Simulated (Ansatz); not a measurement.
MnN:
```xyz
2
Lattice="0.0000 2.1011 2.1011 2.1011 0.0000 2.1011 2.1011 2.1011 0.0000" Properties=species:S:1:pos:R:3 pbc="T T T"
Mn     0.0000     0.0000     0.0000
N      3.1517     3.1517     3.1517
```

Relaxed with PBEsol. Special points in fractions of this cell's reciprocal vectors: Γ (0.000, 0.000, 0.000); X (0.500, 0.000, 0.500); U (0.625, 0.250, 0.625); K (0.375, 0.375, 0.750); L (0.500, 0.500, 0.500); W (0.500, 0.250, 0.750).

### Question
List the band energies nearest the Fermi level at these points for PBEsol (plane waves, PAW; program Ansatz).

### Answer
In eV from the Fermi level; about four levels below and three above (degenerate sets whole), none deeper than 8.9 eV; … stands for higher levels left out; points with the same levels are listed once.

```json
[
 {"k": "Γ", "below": "-6.08 -6.08 -6.08 -0.72 -0.72", "above": "3.54 …"},
 {"k": "X", "below": "-7.79 -4.34 -4.34 -2.15", "above": "0.02 0.90 …"},
 {"k": "U", "below": "-4.96 -4.71 -2.26 -0.47", "above": "0.33 1.63 …"},
 {"k": "L", "below": "-5.52 -5.52 -0.35 -0.35", "above": "0.06 …"},
 {"k": "W", "below": "-5.37 -4.32 -2.38 -0.86", "above": "0.31 1.19 …"}
]
```

Space group F-43m (zinc blende). The workflow started from a Materials Project entry (that database holds measured and hypothetical structures alike); the Crystallography Open Database copy checked does not list it. Its standing as an ambient phase is unchecked. The PBEsol relaxation kept the symmetry of its start; its stability against distortions is not shown here. No spin polarisation was allowed.

Potentials: the later of the program's two PAW sets.
